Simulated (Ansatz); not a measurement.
Task: Bulk modulus by a P(V) fit from LDA minus that from PBEsol (% of the latter), each on its own relaxed cell (Ansatz, an electronic-structure program, plane waves, PAW; no spin–orbit coupling, no Hubbard U), over 153 phases of the class «crystals with elements from indium on»: what sign and size do you expect?

Result: Mean 10 %, median 8 %, mean absolute 10 %; eight in ten lie between 5 and 18 %, and 100 % are above zero.

Some cases that may be named, with their rank among the 153 from the lowest: Si2W, MoSi2 or CaC2 type 3 % (rank 1); Re, 9R (Sm type) 3 % (rank 3); InGaAs2, P-4m2 (In on 1d, Ga on 1b, As on 2g) 8 % (rank 76); InPt3, Cu3Au type 8 % (rank 77); Cs2SnI6, Fm-3m (Cs on 8c, Sn on 4a, I on 24e) 52 % (rank 152); I, molecular I2 type 80 % (rank 153).

The phases are those computed here (of each formula those with measured values and the lowest at some level), not a balanced benchmark, and neither functional is the truth. Pairs that end in unlike spin orders or unlike minima (c/a over 6 % apart, 30 % for weakly bound crystals), magnets with 4f shells, solids of gases and phases set aside for tests are left out.

1 of the phases carry moments, in the orders computed and without U. 2 hold 4f electrons in the valence, where a lower state may exist. 2 are weakly bound layers, chains or molecules.

Not the usual ambient phase: Re, 9R (Sm type). Standing as an ambient phase not checked: InPt3, Cu3Au type; InGaAs2, P-4m2 (In on 1d, Ga on 1b, As on 2g). Weakly bound layers, chains or molecules computed without a dispersion correction, so cells and soft constants are ill determined: I, molecular I2 type with LDA; I, molecular I2 type with PBEsol. Perhaps ordered models of mixed-site phases: InGaAs2, P-4m2 (In on 1d, Ga on 1b, As on 2g). All cells were relaxed under the symmetry of their starts (and spin orders); stability against distortions was not tested throughout. Named crystals with no word on spin ran without spin polarisation. Scalar-relativistic: spin–orbit coupling is off unless named, which matters more the heavier the elements.

Potentials: the later of the program's two PAW sets.

Ansatz is a plane-wave DFT program.
